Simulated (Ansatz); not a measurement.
**CdTe with oxygen replacing Te: gradients before and after relaxing the atoms**

Start: a supercell of CdTe (zinc blende type, F-43m) built from an entry of the Crystallography Open Database (COD) (the entry's cell lengths or inner coordinates differ somewhat from later room-temperature determinations), with all atoms left at the host's positions.

Space group F-43m (No. 216); a = 19.2300 Å.

```csv
site,Wyckoff,site symmetry,x,y,z
Cd1,16e,.3m,0.4167,0.0833,0.4167
Cd3,24g,2.mm,0.7500,0.0833,0.7500
Cd5,48h,..m,0.7500,0.9167,0.5833
Cd14,4d,-43m,0.7500,0.7500,0.7500
Cd18,16e,.3m,0.0833,0.5833,0.9167
O,4a,-43m,0.5000,0.0000,0.5000
Te29,48h,..m,0.6667,0.0000,0.6667
Te32,16e,.3m,0.8333,0.8333,0.6667
Te36,16e,.3m,0.1667,0.6667,0.8333
Te42,24f,2.mm,0.0000,0.6667,0.0000
```

One atom of each set is listed; the run and its k-mesh use a cell of 54 atoms with edges of 13.60, 13.60, 13.60 Å.

Level of theory: DFT, PBE, plane waves and PAW, scalar-relativistic, 420 eV cutoff, Γ-centred 2×2×2 k-points, Fermi–Dirac smearing 0.01 eV (Ansatz 0.2.0).

The largest force at the start is 1.5 eV/Å. Relaxing the ions at fixed cell moves them by 0.507 Å at most (atom 1, Cd) and 0.152 Å rms.

```tsv
site	moved (Å)	first shell before	first shell after	V_zz before (10²¹ V/m²)	η before
Cd1	0.507	3 Te at 2.78 Å; also 1 O at 2.78 Å	1 O at 2.27 Å, 3 Te at 2.86 Å	7.83	0.00
Cd3	0.014	4 Te at 2.78 Å	4 Te at 2.79–2.83 Å	-0.13	0.01
Cd5	0.036	4 Te at 2.78 Å	4 Te at 2.78–2.79 Å	0.054	0.73
Cd18	0.028	4 Te at 2.78 Å	4 Te at 2.78–2.79 Å	0.032	0.00
O	0.000	4 Cd at 2.78 Å	4 Cd at 2.27 Å	0.00	–
Te29	0.127	4 Cd at 2.78 Å	4 Cd at 2.79–2.86 Å	2.19	0.06
Te32	0.005	4 Cd at 2.78 Å	4 Cd at 2.78 Å	0.008	0.00
Te36	0.014	4 Cd at 2.78 Å	4 Cd at 2.79 Å	-0.069	0.00
Te42	0.021	4 Cd at 2.78 Å	4 Cd at 2.78–2.79 Å	0.080	0.01
```

(1) How do the gradients change?

Answers

(1) 

```json
{"site": "Cd1", "V_zz after": "-4.17", "η after": "0.00", "change of V_zz": "-12.00"}
{"site": "Cd3", "V_zz after": "-2.13", "η after": "0.41", "change of V_zz": "-2.00"}
{"site": "Cd5", "V_zz after": "-0.71", "η after": "0.79", "change of V_zz": "-0.76"}
{"site": "Cd18", "V_zz after": "0.92", "η after": "0.00", "change of V_zz": "+0.89"}
{"site": "O", "V_zz after": "0.00", "η after": "–", "change of V_zz": "0.00"}
{"site": "Te29", "V_zz after": "10.53", "η after": "0.26", "change of V_zz": "+8.34"}
{"site": "Te32", "V_zz after": "-1.91", "η after": "0.00", "change of V_zz": "-1.92"}
{"site": "Te36", "V_zz after": "-2.65", "η after": "0.00", "change of V_zz": "-2.58"}
{"site": "Te42", "V_zz after": "0.64", "η after": "0.61", "change of V_zz": "–"}
```

The largest change of V_zz along a kept axis is on Cd1, from 7.83 to -4.17. Small gradients that grow severalfold: Cd3 (-0.13 to -2.13), Te36 (-0.069 to -2.65), Te32 (0.008 to -1.91). Where |V_zz| stays above 0.1 and the axes keep their order, η moves most on Cd3, from 0.01 to 0.41. V_zz changes sign on Cd1 (same axis), Cd5 (same axis). On Te42 the largest principal value lies along another axis in the second run, so the two V_zz can't be compared directly. Other sites without a gradient aren't listed.

The defect repeats with the cell of 54 atoms, so it feels its images: sites between two images don't show the values beside a lone defect, and zeros or small values of η there can come from the images' arrangement. Without spin–orbit coupling the gradients at and beside Te can be off by some per cent, at some sites by more.
Before: With a gap of 0.7 eV on this mesh, small gradients can still move by 0.1 × 10²¹ V/m² or more as the k-mesh gets denser. The neighbours have not yet relaxed around the defect (largest force 1.5 eV/Å), so a real crystal will differ.
After: The relaxation keeps the site symmetry -43m of the start, so the impurity can't leave its site; a start off the site could end lower. With a gap of 0.2 eV on this mesh, small gradients can still move by 0.1 × 10²¹ V/m² or more as the k-mesh gets denser.
